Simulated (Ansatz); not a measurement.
This run works on a generated trial structure, not on a known crystal.

Input and command of a plane-wave DFT calculation in Ansatz:

```yaml
crystal:
  lattice:
    - [4.07709683, 0.0, 0.0]
    - [-2.03854842, 3.53086943, 0.0]
    - [0.0, 0.0, 5.15883407]
  atoms:
    - { symbol: Sm, position: [0.0, 0.0, 0.5] }
    - { symbol: Hf, position: [0.33333333, 0.66666667, 0.0] }
    - { symbol: Hf, position: [0.66666667, 0.33333333, 0.0] }
    - { symbol: H, position: [0.0, 0.0, 0.0] }
basis:
  ecutwfc: 690
kpoints:
  mp_grid: { grid: [6, 6, 4] }
hamiltonian:
  xc: pbe
  pseudopotentials:
    kind: paw
    azcp: { Sm: "pseudopotentials/pbe/nc/lanthanide_3plus/Sm.nc.azcp" }
scf:
  occupations: { method: gaussian, width: 0.2 }
  lower_state_search: "off"
output:
  forces: true
  stress: true
  eigenvalues: true
relax:
  adjacent_minimum: "off"
  f_tol: 0.08
  max_steps: 16
  cell: { stress_tol: 0.8 }
```

```bash
ansatz run input.yaml --threads 1 --pin off --max-ram 2816MiB --backend cpu --events-out ev --progress --plain --runs-dir out
```

Processor: Arm Neoverse V2, 1 thread, on a host shared with other jobs.

Q: Estimate time, memory and problem size.

A: About 89 s, peak memory 0.44 GiB. It solves 39 bands at 21 k points (after reduction by symmetry) with about 3533 plane waves (on the last cell), in 70 SCF iterations over 10 ionic steps.

With its 4f electrons in the core of a norm-conserving potential, the lanthanide is trivalent by construction, without f bands, f moments or other valences.
